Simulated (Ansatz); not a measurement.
Input and command of a plane-wave DFT calculation in Ansatz:

```yaml
crystal:
  lattice:
    - [0.0, 4.4256183652, 4.4256183652]
    - [4.4256183652, 0.0, 4.4256183652]
    - [4.4256183652, 4.4256183652, 0.0]
  atoms:
    - { symbol: Ba, position: [0.625, 0.625, 0.625] }
    - { symbol: Ba, position: [0.125, 0.625, 0.625] }
    - { symbol: Ba, position: [0.625, 0.625, 0.125] }
    - { symbol: Ba, position: [0.625, 0.125, 0.625] }
    - { symbol: F, position: [0.0, 0.0, 0.0] }
    - { symbol: F, position: [0.25, 0.25, 0.25] }
basis:
  ecutwfc: 420
kpoints:
  mp_grid: { grid: [4, 4, 4] }
hamiltonian:
  xc: pbe
scf:
  occupations: { method: gaussian, width: 0.1 }
  lower_state_search: "off"
output:
  forces: true
  stress: true
  eigenvalues: true
```

```bash
ansatz run input.yaml --threads 1 --pin off --max-ram 2560MiB --backend cpu --events-out ev --progress --plain --runs-dir out
```

Processor: Arm Neoverse V2, 1 thread, on a host shared with other jobs.

Problem. Estimate time, memory and problem size.

Solution. About 3.1 s on 1 thread of Arm Neoverse V2 (shared host), peak memory 0.4 GiB. It solves 33 bands at 8 k points (the mesh reduced by the symmetry that the task leaves, which can be less than the crystal's) with about 3383 plane waves, in 7 SCF iterations.
